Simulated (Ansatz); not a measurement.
The following input was run with Ansatz 0.2.0.

```yaml
crystal:
  lattice:
    - [5.6540138486, 0.0, 0.0]
    - [0.0, 2.8270069243, 0.0]
    - [0.0, 0.0, 20.9969872999]
  atoms:
    - { symbol: W, position: [0.25, 0.5, 0.3571941009] }
    - { symbol: W, position: [0.75, 0.5, 0.3571941009] }
    - { symbol: W, position: [0.5, 0.0, 0.4523980336] }
    - { symbol: W, position: [0.0, 0.0, 0.4523980336] }
    - { symbol: W, position: [0.6933990545, 0.5184589767, 0.5412901727] }
    - { symbol: W, position: [0.2037136793, 0.4745275414, 0.5619268861] }
    - { symbol: W, position: [-0.0302298469, -0.1580557594, 0.6361779679] }
    - { symbol: W, position: [0.407812454, -0.0721448232, 0.6373333758] }
basis:
  ecutwfc: 420
kpoints:
  mp_grid: { grid: [6, 12, 1] }
hamiltonian:
  xc: pbesol
scf:
  occupations: { method: gaussian, width: 0.1 }
output:
  forces: true
  eigenvalues: true
relax:
  adjacent_minimum: "off"
  f_tol: 0.02
  max_steps: 90
  constraints: [{ sites: [0, 1, 2, 3] }]
efield:
  axis: 3
  dipole_correction: true
  ramp_width: 0.04
```

Command:
```bash
ansatz run input.yaml --threads 4 --pin off --max-ram 10240MiB --backend cpu --events-out ev --progress --plain --runs-dir out
```

These are results of DFT PBEsol, scalar-relativistic, plane waves, PAW in Ansatz, not measurements.

Part of what the program printed, abridged:

```
Pseudopotentials: kind: paw
Pseudopotential: W, paw, valence charge 14, recommended cutoff 420 eV (normal)
Functional definition: PBEsol
Crystal: 8 atoms, lattice volume = 335.615 Å³
Basis set: ecut = 420 eV, 6593 PW (Γ), exchange–correlation on 80×40×288 points (8 copies of the dense FFT grid, shifted against one another)
Bands: 68, of which v1, the nominal top of the filled ones, is band 56 counted from 1 (55 counted from 0)
Symmetry: 1 space group operations
Space group: P1 (ITA 1), of the structure as read, at distance tolerance 6.9e-5 Å
k-points: 38 of 72 (time reversal used)
Initial density: superposition of atomic densities (neutral atoms: chi_scale 0, normalization atom), corrected by the library's trained network
Initial wavefunctions: pseudopotential atomic-orbital guess
Functional: x = pbesol(κ = 0.804, μ = 0.12345679), c = pbesol(β = 0.046)
SCF iter   1: F=—  HF=-82039.958988 eV  |F-HF|=—  |Δ(HF+E_count)|=         —  Δρ=1.51e-2  dr2=9.58e0  ethr=1.77e-3  p=0.010 e·Å  D=5.28e-3 V/Å  ΔV_dip=-0.11 eV  dr2_dipole=1.41e0  V_vac-E_F(+/−)=4.82/4.93 eV  ⟨swp⟩=9.0  Hψ=12602  notcnv=0
efield: sawtooth ramp at fractional position 0.9773 (placed from the atoms, in the widest stretch of the axis that holds none; the zero of the levels goes with the place), width 0.0400; the density the first Hamiltonian is built on has a dipole p = 0.010 e·Å; the dipole correction subtracts the counter field D = 5.28e-3 V/Å, which shifts the + side's vacuum level by -0.11 eV against the − side's; the planar-averaged density in the ramp window peaks in size at 2.6e-5 e/Å³
SCF iter   2: F=—  HF=-82039.686486 eV  |F-HF|=—  |Δ(HF+E_count)|=   2.73e-1  Δρ=7.20e-3  dr2=1.71e0  ethr=1.77e-3  p=0.000 e·Å  D=2.02e-4 V/Å  ΔV_dip= 0.00 eV  dr2_dipole=5.46e-1  V_vac-E_F(+/−)=4.68/4.69 eV  ⟨swp⟩=2.8  Hψ=3662  notcnv=0  defer=121
SCF iter   3: F=—  HF=-82039.631200 eV  |F-HF|=—  |Δ(HF+E_count)|=   5.53e-2  Δρ=1.47e-3  dr2=3.28e-2  ethr=1.52e-3  p=0.005 e·Å  D=2.59e-3 V/Å  ΔV_dip=-0.05 eV  dr2_dipole=5.53e-4  V_vac-E_F(+/−)=4.70/4.75 eV  ⟨swp⟩=2.0  Hψ=2769  notcnv=0  defer=121
SCF iter   4: F=—  HF=-82039.633082 eV  |F-HF|=—  |Δ(HF+E_count)|=   1.88e-3  Δρ=6.02e-4  dr2=7.22e-3  ethr=2.93e-5  p=0.008 e·Å  D=4.09e-3 V/Å  ΔV_dip=-0.09 eV  dr2_dipole=5.16e-4  V_vac-E_F(+/−)=4.68/4.77 eV  ⟨swp⟩=2.1  Hψ=3396  notcnv=0  defer=120
SCF iter   5: F=—  HF=-82039.632718 eV  |F-HF|=—  |Δ(HF+E_count)|=   3.63e-4  Δρ=1.46e-4  dr2=5.27e-4  ethr=6.45e-6  p=0.009 e·Å  D=4.79e-3 V/Å  ΔV_dip=-0.10 eV  dr2_dipole=2.75e-4  V_vac-E_F(+/−)=4.67/4.77 eV  ⟨swp⟩=2.0  Hψ=2996  notcnv=0  defer=120
SCF iter   6: F=—  HF=-82039.632746 eV  |F-HF|=—  |Δ(HF+E_count)|=   2.75e-5  Δρ=6.32e-5  dr2=4.60e-5  ethr=4.70e-7  p=0.010 e·Å  D=5.19e-3 V/Å  ΔV_dip=-0.11 eV  dr2_dipole=3.64e-6  V_vac-E_F(+/−)=4.67/4.78 eV  ⟨swp⟩=2.0  Hψ=3323  notcnv=0  defer=120
SCF iter   7: F=-82039.632750 eV  HF=-82039.632748 eV  |F-HF|=1.65e-6  |Δ(HF+E_count)|=   2.41e-6  Δρ=2.21e-5  dr2=1.59e-6  ethr=8.93e-9  p=0.010 e·Å  D=5.23e-3 V/Å  ΔV_dip=-0.11 eV  dr2_dipole=1.06e-8  V_vac-E_F(+/−)=4.67/4.78 eV  ⟨swp⟩=16.0  Hψ=13477  notcnv=0
SCF 1 converged in 7 iterations: F = -82039.632750 eV  dr2 = 1.59e-6
relax step   1: F+E_penalty+E_count = -82039.63274997 eV  Δ(F+E_penalty+E_count) = +0.000e0 eV  max|allowed force component| = 6.662e0 eV/Å  Δτ_max = 0.0000 Å  (7 SCF iters, dr2 threshold 1.00e-5 eV, accepted)
Initial density: handed on by an earlier stage of this run
Initial wavefunctions: those handed on with the density
SCF iter   1: F=—  HF=-82041.558633 eV  |F-HF|=—  |Δ(HF+E_count)|=         —  Δρ=1.82e-2  dr2=7.78e0  ethr=3.10e-3  p=0.010 e·Å  D=5.23e-3 V/Å  ΔV_dip=-0.11 eV  dr2_dipole=2.23e0  V_vac-E_F(+/−)=4.62/4.73 eV  ⟨swp⟩=5.5  Hψ=7069  notcnv=0  defer=84
efield: sawtooth ramp at fractional position 0.9773 (handed on by an earlier solve), width 0.0400; the density the first Hamiltonian is built on has a dipole p = 0.010 e·Å; the dipole correction subtracts the counter field D = 5.23e-3 V/Å, which shifts the + side's vacuum level by -0.11 eV against the − side's; the planar-averaged density in the ramp window peaks in size at 4.1e-6 e/Å³
SCF iter   2: F=—  HF=-82041.465744 eV  |F-HF|=—  |Δ(HF+E_count)|=   9.29e-2  Δρ=1.27e-2  dr2=1.69e0  ethr=3.10e-3  p=0.001 e·Å  D=5.49e-4 V/Å  ΔV_dip=-0.01 eV  dr2_dipole=1.11e-2  V_vac-E_F(+/−)=4.76/4.77 eV  ⟨swp⟩=3.0  Hψ=4599  notcnv=0  defer=138
SCF iter   3: F=—  HF=-82041.138328 eV  |F-HF|=—  |Δ(HF+E_count)|=   3.27e-1  Δρ=2.00e-3  dr2=4.69e-2  ethr=1.51e-3  p=0.009 e·Å  D=5.05e-3 V/Å  ΔV_dip=-0.11 eV  dr2_dipole=3.38e-3  V_vac-E_F(+/−)=4.66/4.77 eV  ⟨swp⟩=2.9  Hψ=4486  notcnv=0  defer=138
SCF iter   4: F=—  HF=-82041.132524 eV  |F-HF|=—  |Δ(HF+E_count)|=   5.80e-3  Δρ=6.39e-4  dr2=2.43e-3  ethr=4.19e-5  p=0.008 e·Å  D=4.51e-3 V/Å  ΔV_dip=-0.09 eV  dr2_dipole=4.90e-6  V_vac-E_F(+/−)=4.67/4.76 eV  ⟨swp⟩=2.8  Hψ=4541  notcnv=0  defer=132
SCF iter   5: F=—  HF=-82041.132765 eV  |F-HF|=—  |Δ(HF+E_count)|=   2.41e-4  Δρ=2.11e-4  dr2=4.11e-4  ethr=2.17e-6  p=0.008 e·Å  D=4.18e-3 V/Å  ΔV_dip=-0.09 eV  dr2_dipole=2.91e-5  V_vac-E_F(+/−)=4.67/4.75 eV  ⟨swp⟩=2.3  Hψ=3817  notcnv=0  defer=132
SCF iter   6: F=-82041.132735 eV  HF=-82041.132771 eV  |F-HF|=3.66e-5  |Δ(HF+E_count)|=   6.46e-6  Δρ=6.61e-5  dr2=4.71e-5  ethr=8.93e-8  p=0.008 e·Å  D=4.09e-3 V/Å  ΔV_dip=-0.09 eV  dr2_dipole=2.78e-6  V_vac-E_F(+/−)=4.67/4.75 eV  ⟨swp⟩=14.4  Hψ=14156  notcnv=0
SCF 2 converged in 6 iterations: F = -82041.132735 eV  dr2 = 4.71e-5
relax step   2: F+E_penalty+E_count = -82041.13273474 eV  Δ(F+E_penalty+E_count) = -1.500e0 eV  max|allowed force component| = 1.766e0 eV/Å  Δτ_max = 0.1945 Å  (6 SCF iters, dr2 threshold 1.00e-4 eV, accepted)
SCF iter   1: F=—  HF=-82041.676397 eV  |F-HF|=—  |Δ(HF+E_count)|=         —  Δρ=1.27e-2  dr2=1.13e0  ethr=1.02e-3  p=0.008 e·Å  D=4.09e-3 V/Å  ΔV_dip=-0.09 eV  dr2_dipole=1.47e-1  V_vac-E_F(+/−)=4.68/4.76 eV  ⟨swp⟩=1.4  Hψ=10245  notcnv=0  defer=129
efield: sawtooth ramp at fractional position 0.9773 (handed on by an earlier solve), width 0.0400; the density the first Hamiltonian is built on has a dipole p = 0.008 e·Å; the dipole correction subtracts the counter field D = 4.09e-3 V/Å, which shifts the + side's vacuum level by -0.09 eV against the − side's; the planar-averaged density in the ramp window peaks in size at 2.5e-6 e/Å³
SCF iter   2: F=—  HF=-82041.612461 eV  |F-HF|=—  |Δ(HF+E_count)|=   6.39e-2  Δρ=6.08e-3  dr2=3.38e-1  ethr=1.01e-3  p=-0.001 e·Å  D=-4.09e-4 V/Å  ΔV_dip=0.01 eV  dr2_dipole=1.51e-2  V_vac-E_F(+/−)=4.77/4.76 eV  ⟨swp⟩=3.3  Hψ=4741  notcnv=0  defer=130
SCF iter   3: F=—  HF=-82041.558887 eV  |F-HF|=—  |Δ(HF+E_count)|=   5.36e-2  Δρ=1.89e-3  dr2=3.99e-2  ethr=3.01e-4  p=0.003 e·Å  D=1.56e-3 V/Å  ΔV_dip=-0.03 eV  dr2_dipole=3.72e-4  V_vac-E_F(+/−)=4.73/4.76 eV  ⟨swp⟩=2.6  Hψ=4572  notcnv=0  defer=130
SCF iter   4: F=—  HF=-82041.551104 eV  |F-HF|=—  |Δ(HF+E_count)|=   7.78e-3  Δρ=4.09e-4  dr2=1.05e-3  ethr=3.56e-5  p=0.001 e·Å  D=7.13e-4 V/Å  ΔV_dip=-0.01 eV  dr2_dipole=3.06e-6  V_vac-E_F(+/−)=4.74/4.76 eV  ⟨swp⟩=2.7  Hψ=4235  notcnv=0  defer=145
   ...
SCF iter   5: F=—  HF=-82041.941640 eV  |F-HF|=—  |Δ(HF+E_count)|=   4.69e-4  Δρ=1.61e-4  dr2=2.07e-4  ethr=2.21e-6  p= 0.000 e·Å  D=-6.42e-5 V/Å  ΔV_dip=0.00 eV  dr2_dipole=3.13e-6  V_vac-E_F(+/−)=4.72/4.72 eV  ⟨swp⟩=2.0  Hψ=3509  notcnv=0  defer=112
SCF iter   6: F=-82041.941596 eV  HF=-82041.941609 eV  |F-HF|=1.29e-5  |Δ(HF+E_count)|=   3.11e-5  Δρ=5.01e-5  dr2=2.09e-5  ethr=8.93e-8  p=0.000 e·Å  D=3.72e-5 V/Å  ΔV_dip= 0.00 eV  dr2_dipole=2.14e-6  V_vac-E_F(+/−)=4.72/4.72 eV  ⟨swp⟩=13.6  Hψ=13856  notcnv=0
SCF 5 converged in 6 iterations: F = -82041.941596 eV  dr2 = 2.09e-5
relax step   5: F+E_penalty+E_count = -82041.94159626 eV  Δ(F+E_penalty+E_count) = -1.714e-1 eV  max|allowed force component| = 4.974e-1 eV/Å  Δτ_max = 0.1981 Å  (6 SCF iters, dr2 threshold 1.00e-4 eV, accepted)
SCF iter   1: F=—  HF=-82042.068883 eV  |F-HF|=—  |Δ(HF+E_count)|=         —  Δρ=1.09e-2  dr2=5.71e-1  ethr=4.91e-4  p=0.000 e·Å  D=3.72e-5 V/Å  ΔV_dip= 0.00 eV  dr2_dipole=1.32e-1  V_vac-E_F(+/−)=4.73/4.73 eV  ⟨swp⟩=1.9  Hψ=10148  notcnv=0  defer=117
efield: sawtooth ramp at fractional position 0.9773 (handed on by an earlier solve), width 0.0400; the density the first Hamiltonian is built on has a dipole p = 0.000 e·Å; the dipole correction subtracts the counter field D = 3.72e-5 V/Å, which shifts the + side's vacuum level by  0.00 eV against the − side's; the planar-averaged density in the ramp window peaks in size at 2.9e-6 e/Å³
SCF iter   2: F=—  HF=-82042.028054 eV  |F-HF|=—  |Δ(HF+E_count)|=   4.08e-2  Δρ=2.85e-3  dr2=4.85e-2  ethr=4.91e-4  p= 0.000 e·Å  D=-2.14e-4 V/Å  ΔV_dip=0.00 eV  dr2_dipole=5.65e-3  V_vac-E_F(+/−)=4.72/4.72 eV  ⟨swp⟩=2.1  Hψ=3696  notcnv=0  defer=117
SCF iter   3: F=—  HF=-82042.021484 eV  |F-HF|=—  |Δ(HF+E_count)|=   6.57e-3  Δρ=1.09e-3  dr2=1.54e-2  ethr=4.33e-5  p= 0.000 e·Å  D=-2.42e-4 V/Å  ΔV_dip=0.01 eV  dr2_dipole=1.43e-3  V_vac-E_F(+/−)=4.73/4.72 eV  ⟨swp⟩=2.8  Hψ=4616  notcnv=0  defer=119
SCF iter   4: F=—  HF=-82042.019627 eV  |F-HF|=—  |Δ(HF+E_count)|=   1.86e-3  Δρ=3.53e-4  dr2=9.71e-4  ethr=1.38e-5  p=0.000 e·Å  D=1.62e-4 V/Å  ΔV_dip= 0.00 eV  dr2_dipole=1.10e-4  V_vac-E_F(+/−)=4.72/4.72 eV  ⟨swp⟩=2.3  Hψ=3733  notcnv=0  defer=119
SCF iter   5: F=—  HF=-82042.019491 eV  |F-HF|=—  |Δ(HF+E_count)|=   1.36e-4  Δρ=1.05e-4  dr2=1.20e-4  ethr=8.67e-7  p=0.000 e·Å  D=2.26e-4 V/Å  ΔV_dip= 0.00 eV  dr2_dipole=2.17e-6  V_vac-E_F(+/−)=4.72/4.72 eV  ⟨swp⟩=3.0  Hψ=4992  notcnv=0  defer=119
SCF iter   6: F=-82042.019493 eV  HF=-82042.019496 eV  |F-HF|=3.23e-6  |Δ(HF+E_count)|=   4.95e-6  Δρ=2.59e-5  dr2=5.92e-6  ethr=6.52e-8  p=0.001 e·Å  D=3.64e-4 V/Å  ΔV_dip=-0.01 eV  dr2_dipole=2.25e-7  V_vac-E_F(+/−)=4.71/4.72 eV  ⟨swp⟩=13.7  Hψ=12485  notcnv=0
SCF 6 converged in 6 iterations: F = -82042.019493 eV  dr2 = 5.92e-6
relax step   6: F+E_penalty+E_count = -82042.01949298 eV  Δ(F+E_penalty+E_count) = -7.790e-2 eV  max|allowed force component| = 2.186e-1 eV/Å  Δτ_max = 0.1743 Å  (6 SCF iters, dr2 threshold 7.30e-5 eV, accepted)
SCF iter   1: F=—  HF=-82042.030175 eV  |F-HF|=—  |Δ(HF+E_count)|=         —  Δρ=3.83e-3  dr2=4.16e-2  ethr=6.74e-4  p=0.001 e·Å  D=3.64e-4 V/Å  ΔV_dip=-0.01 eV  dr2_dipole=3.38e-3  V_vac-E_F(+/−)=4.71/4.72 eV  ⟨swp⟩=4.2  Hψ=5310  notcnv=0  defer=116
efield: sawtooth ramp at fractional position 0.9773 (handed on by an earlier solve), width 0.0400; the density the first Hamiltonian is built on has a dipole p = 0.001 e·Å; the dipole correction subtracts the counter field D = 3.64e-4 V/Å, which shifts the + side's vacuum level by -0.01 eV against the − side's; the planar-averaged density in the ramp window peaks in size at 2.8e-6 e/Å³
SCF iter   2: F=—  HF=-82042.024620 eV  |F-HF|=—  |Δ(HF+E_count)|=   5.55e-3  Δρ=1.09e-3  dr2=8.54e-3  ethr=3.71e-5  p=0.002 e·Å  D=8.59e-4 V/Å  ΔV_dip=-0.02 eV  dr2_dipole=1.80e-3  V_vac-E_F(+/−)=4.71/4.73 eV  ⟨swp⟩=2.9  Hψ=5712  notcnv=0  defer=115
SCF iter   3: F=—  HF=-82042.023555 eV  |F-HF|=—  |Δ(HF+E_count)|=   1.07e-3  Δρ=3.34e-4  dr2=1.12e-3  ethr=7.63e-6  p=0.001 e·Å  D=5.94e-4 V/Å  ΔV_dip=-0.01 eV  dr2_dipole=9.52e-5  V_vac-E_F(+/−)=4.71/4.72 eV  ⟨swp⟩=2.0  Hψ=4167  notcnv=0  defer=115
SCF iter   4: F=—  HF=-82042.023422 eV  |F-HF|=—  |Δ(HF+E_count)|=   1.33e-4  Δρ=1.17e-4  dr2=1.32e-4  ethr=1.00e-6  p=0.001 e·Å  D=4.64e-4 V/Å  ΔV_dip=-0.01 eV  dr2_dipole=1.38e-5  V_vac-E_F(+/−)=4.71/4.72 eV  ⟨swp⟩=3.1  Hψ=4500  notcnv=0  defer=115
SCF iter   5: F=—  HF=-82042.023416 eV  |F-HF|=—  |Δ(HF+E_count)|=   6.21e-6  Δρ=4.49e-5  dr2=9.45e-6  ethr=8.24e-9  p=0.001 e·Å  D=4.24e-4 V/Å  ΔV_dip=-0.01 eV  dr2_dipole=8.12e-7  V_vac-E_F(+/−)=4.71/4.72 eV  ⟨swp⟩=13.7  Hψ=14886  notcnv=0
SCF iter   6: F=-82042.023418 eV  HF=-82042.023417 eV  |F-HF|=1.14e-7  |Δ(HF+E_count)|=   1.20e-6  Δρ=1.22e-5  dr2=7.93e-7  ethr=8.24e-9  p=0.001 e·Å  D=4.06e-4 V/Å  ΔV_dip=-0.01 eV  dr2_dipole=4.49e-9  V_vac-E_F(+/−)=4.71/4.72 eV  ⟨swp⟩=6.1  Hψ=9457  notcnv=0
SCF 7 converged in 6 iterations: F = -82042.023418 eV  dr2 = 7.93e-7
relax step   7: F+E_penalty+E_count = -82042.02341751 eV  Δ(F+E_penalty+E_count) = -3.925e-3 eV  max|allowed force component| = 5.964e-2 eV/Å  Δτ_max = 0.0683 Å  (6 SCF iters, dr2 threshold 9.23e-6 eV, accepted)
SCF iter   1: F=—  HF=-82042.026103 eV  |F-HF|=—  |Δ(HF+E_count)|=         —  Δρ=1.64e-3  dr2=6.30e-3  ethr=7.78e-5  p=0.001 e·Å  D=4.06e-4 V/Å  ΔV_dip=-0.01 eV  dr2_dipole=5.27e-4  V_vac-E_F(+/−)=4.71/4.72 eV  ⟨swp⟩=2.8  Hψ=4717  notcnv=0  defer=119
efield: sawtooth ramp at fractional position 0.9773 (handed on by an earlier solve), width 0.0400; the density the first Hamiltonian is built on has a dipole p = 0.001 e·Å; the dipole correction subtracts the counter field D = 4.06e-4 V/Å, which shifts the + side's vacuum level by -0.01 eV against the − side's; the planar-averaged density in the ramp window peaks in size at 2.8e-6 e/Å³
SCF iter   2: F=—  HF=-82042.025141 eV  |F-HF|=—  |Δ(HF+E_count)|=   9.62e-4  Δρ=4.07e-4  dr2=9.41e-4  ethr=5.63e-6  p=0.001 e·Å  D=6.09e-4 V/Å  ΔV_dip=-0.01 eV  dr2_dipole=2.12e-4  V_vac-E_F(+/−)=4.71/4.72 eV  ⟨swp⟩=2.8  Hψ=5512  notcnv=0  defer=119
SCF iter   3: F=—  HF=-82042.025036 eV  |F-HF|=—  |Δ(HF+E_count)|=   1.06e-4  Δρ=1.18e-4  dr2=9.72e-5  ethr=8.40e-7  p=0.001 e·Å  D=4.79e-4 V/Å  ΔV_dip=-0.01 eV  dr2_dipole=5.77e-6  V_vac-E_F(+/−)=4.71/4.72 eV  ⟨swp⟩=2.0  Hψ=4271  notcnv=0  defer=119
SCF iter   4: F=—  HF=-82042.024889 eV  |F-HF|=—  |Δ(HF+E_count)|=   1.47e-4  Δρ=3.86e-5  dr2=1.19e-5  ethr=8.68e-8  p=0.001 e·Å  D=4.46e-4 V/Å  ΔV_dip=-0.01 eV  dr2_dipole=9.76e-7  V_vac-E_F(+/−)=4.71/4.72 eV  ⟨swp⟩=3.0  Hψ=4843  notcnv=0  defer=119
SCF iter   5: F=—  HF=-82042.024889 eV  |F-HF|=—  |Δ(HF+E_count)|=   1.53e-7  Δρ=1.42e-5  dr2=8.61e-7  ethr=1.07e-8  p=0.001 e·Å  D=4.28e-4 V/Å  ΔV_dip=-0.01 eV  dr2_dipole=9.80e-8  V_vac-E_F(+/−)=4.71/4.72 eV  ⟨swp⟩=2.8  Hψ=4292  notcnv=0  defer=119
SCF iter   6: F=-82042.024889 eV  HF=-82042.024889 eV  |F-HF|=7.16e-8  |Δ(HF+E_count)|=   2.68e-7  Δρ=4.06e-6  dr2=6.48e-8  ethr=8.93e-11  p=0.001 e·Å  D=4.20e-4 V/Å  ΔV_dip=-0.01 eV  dr2_dipole=5.38e-10  V_vac-E_F(+/−)=4.71/4.72 eV  ⟨swp⟩=14.5  Hψ=13760  notcnv=0
SCF 8 converged in 6 iterations: F = -82042.024889 eV  dr2 = 6.48e-8
relax step   8: F+E_penalty+E_count = -82042.02488913 eV  Δ(F+E_penalty+E_count) = -1.472e-3 eV  max|allowed force component| = 1.028e-2 eV/Å  Δτ_max = 0.0293 Å  (6 SCF iters, accepted)
SCF converged after 6 iterations
Free energy (F): -82042.024889 eV
Harris-Foulkes:  -82042.024889 eV  (|F-HF|=7.16e-8)
Internal energy: -82041.966979 eV  (E = F + TS)
E sigma→0 (E₀):  -82041.995934 eV
Entropy (-TS):   -0.057910 eV (-7.239 meV/atom)
Fermi energy:    5.566951 eV
Dipole field:    D = 0.000396 V/Å  (p = 0.000734 e·Å, saw-weighted, corrected)
Work function:   Φ+ = 4.7147 eV   Φ− = 4.7230 eV
Levels:          The Fermi level and band energies are counted from a zero that moves with the ramp; work functions are not
--- Per-component energies (eV) ---
  E_band       = -2504.059398
  E_kinetic    = 3582.613748
  E_local      = -102700.343005  (includes V_loc(G=0)·N_el)
  E_nonlocal   = 34.816700
  E_hartree    = 49743.835713
  E_xc         = -2107.924333
  E_vxc        = -1891.197011  (∫ρ·V_xc dr)
  E_paw        = -67489.427857  (= ΣΔE_a)
  E_vpaw       = -1017.614850  (= ΣTr[D̂ρ^β])
  E_aug_tail   = -0.000522  (compensation charges beyond the density's cutoff)
  E_efield     = 0.000000  (sawtooth field / dipole correction)
  E_vefield    = -0.002456  (∫n·V_field dr)
  E_ewald      = 36892.688240
  E_core_change = 1.774337  (= ΣΔE_core)
  E_smearing   = -0.057910  (= −TS)
--- Forces (eV/Å), atoms counted from 1 ---
  atom   1  W      0.00141269     0.00066645     0.04750779
  atom   2  W     -0.00149210     0.00061762     0.04958744
  atom   3  W      0.00312752     0.28830989    -0.04776606
  atom   4  W     -0.00546240    -0.29245717    -0.04270619
  atom   5  W      0.00077242     0.00359902    -0.00318678
  atom   6  W      0.00392237     0.00248067     0.00059457
  atom   7  W     -0.00308553    -0.00515148     0.00625709
  atom   8  W      0.00092913     0.00185460    -0.01028156
--- Band table (eV; the first three rows and the last of 38) ---
  k-point 0: bands = ["-68.2899", "-68.2424", "-68.1738", "-68.1261", "-68.0807", "-68.0429", "-67.8932", "-67.8831", "-33.0398", "-32.9841", "-32.9728", "-32.8692", "-32.7839", "-32.7803", "-32.3769", "-32.3225", "-32.2951", "-32.2685", "-32.1953", "-32.1948", "-32.0595", "-32.0487", "-32.0483", "-32.0093", "-31.9669", "-31.9307", "-31.8953", "-31.8513", "-31.8072", "-31.7323", "-31.7167", "-31.7158", "-3.0148", "-1.3586", "0.0336", "0.1355", "0.1588", "0.2261", "1.1556", "1.1958", "1.4631", "2.1607", "3.3445", "3.5557", "3.6116", "3.8777", "4.0799", "4.0810", "4.2361", "4.3540", "4.4730", "4.6533", "5.0788", "5.2882", "5.4851", "5.5682", "5.8623", "5.9367", "6.0476", "6.3288", "6.5955", "6 ...
  k-point 1: bands = ["-68.2867", "-68.2398", "-68.1701", "-68.1240", "-68.0781", "-68.0402", "-67.8913", "-67.8804", "-33.0292", "-32.9677", "-32.9598", "-32.8643", "-32.7796", "-32.7756", "-32.3893", "-32.3267", "-32.3196", "-32.2935", "-32.2077", "-32.1883", "-32.1002", "-32.0867", "-32.0787", "-32.0400", "-31.9736", "-31.9670", "-31.9219", "-31.8502", "-31.8386", "-31.7648", "-31.7215", "-31.7139", "-2.8163", "-1.1817", "0.1914", "0.2986", "0.3545", "0.4147", "1.2947", "1.3814", "1.6236", "2.2915", "3.2682", "3.4276", "3.4635", "3.7515", "3.9351", "4.2063", "4.2658", "4.2916", "4.3660", "4.7462", "4.9642", "5.2330", "5.3208", "5.5489", "5.6133", "5.9218", "6.0734", "6.1537", "6.4714", "6 ...
  k-point 2: bands = ["-68.2781", "-68.2327", "-68.1597", "-68.1185", "-68.0712", "-68.0330", "-67.8861", "-67.8730", "-33.0036", "-32.9261", "-32.9217", "-32.8513", "-32.7819", "-32.7541", "-32.4423", "-32.4221", "-32.3458", "-32.3265", "-32.2568", "-32.2029", "-32.1755", "-32.1679", "-32.1625", "-32.1297", "-32.0800", "-31.9764", "-31.9725", "-31.9199", "-31.8475", "-31.8320", "-31.7294", "-31.7173", "-2.2604", "-0.7261", "0.5810", "0.6819", "0.8291", "0.8856", "1.5977", "1.7818", "1.7965", "2.6904", "2.8632", "3.0926", "3.2972", "3.6601", "3.8982", "4.0500", "4.0878", "4.1196", "4.4733", "4.8218", "4.9744", "5.2091", "5.2433", "5.3356", "5.3761", "5.7405", "5.9396", "6.0998", "6.1478", "6 ...
  k-point 37: bands = ["-68.2230", "-68.2229", "-68.1061", "-68.1056", "-68.0230", "-68.0230", "-67.8550", "-67.8543", "-32.8944", "-32.8925", "-32.8641", "-32.8635", "-32.8189", "-32.8186", "-32.7821", "-32.7818", "-32.4775", "-32.4770", "-32.4380", "-32.4369", "-32.3964", "-32.3959", "-32.3042", "-32.3040", "-32.2030", "-32.2027", "-32.1224", "-32.1209", "-31.9173", "-31.9164", "-31.8097", "-31.8091", "0.9067", "0.9091", "1.1439", "1.1452", "1.2844", "1.2862", "1.5813", "1.5819", "2.4442", "2.4445", "2.5184", "2.5194", "2.7041", "2.7076", "3.0205", "3.0244", "4.3475", "4.3493", "4.7869", "4.7875", "5.5703", "5.5705", "6.0780", "6.0803", "6.3215", "6.3243", "6.4528", "6.4539", "6.9079", "6. ...
--- Relaxed structure (8 steps of the walk, 8 accepted, 0 SCFs on fresh bases) ---
  F+E_penalty+E_count = -82042.02488913 eV   max|allowed force component| = 1.028e-2 eV/Å
  atoms:
    - { symbol: W, position: [0.25, 0.5, 0.3571941009] }
    - { symbol: W, position: [0.74999999, 0.5, 0.3571941009] }
    - { symbol: W, position: [0.5, 0.0, 0.45239803] }
    - { symbol: W, position: [0.0, 0.0, 0.45239803] }
    - { symbol: W, position: [0.74985401, 0.49885157, 0.54956919] }
    - { symbol: W, position: [0.24996942, 0.49900844, 0.54950817] }
    - { symbol: W, position: [0.00013737, -0.17669795, 0.64041635] }
    - { symbol: W, position: [0.49976614, 0.17559994, 0.64054946] }
```

The relaxation met its thresholds.

Time: 4.8 min on 4 threads of Intel(R) Xeon(R) Processor @ 2.50GHz (Skylake/Cascade Lake), on a shared host, peak memory 1.2 GiB.

Spin–orbit coupling is left out, which can shift energies with elements as heavy as these.